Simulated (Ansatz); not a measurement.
The elements of this relaxed trial crystal are hidden behind letters.

```
lattice vectors (Å)
  -3.0371    3.0371    3.0371
   3.0371   -3.0371    3.0371
   3.0371    3.0371   -3.0371
fractional positions
X 0.0000 0.5000 0.5000
X 0.5000 0.0000 0.5000
X 0.5000 0.5000 0.0000
Z 0.0000 0.0000 0.0000
```

Method: Ansatz, DFT PBE, scalar-relativistic, plane waves, PAW. The final run on the 4-atom cell used 420 eV, a Γ-centred 12×12×12 mesh, 0.10 eV smearing and no spin polarisation.

```
Space group                                 : Im-3m (No. 229)
Conventional cell                           : a = 6.074 Å
Volume per atom                             : 28.02 Å³
Density                                     : 6.27 g/cm³
Energy over the elements                    : −0.13 eV/atom
Gap on the 12×12×12 mesh of the 4-atom cell : 0 eV (a metal)
```

Energies are uncorrected and count from the elements' standard states at the same level.

Q: X is a p-block element of period 5 and Z is a p-block element of period 4. Which elements are they?

A: X = In, Z = Se, so the formula is In3Se. Density times volume gives a mean mass of 6.27 × 28.02/1.6605 = 105.8 u per atom, and this set has 105.9 u. In has 2 Se at 3.04 Å and 4 In at 3.04 Å; around Se lie 6 In at 3.04 Å. Other sets within the hints have nearly the same mass, so mass alone doesn't settle it; this one was computed.

An odd number of electrons in the primitive cell allows no gap without spin; a larger cell or a magnetic state could open one. A structure relaxed within its symmetry needn't be a true minimum.
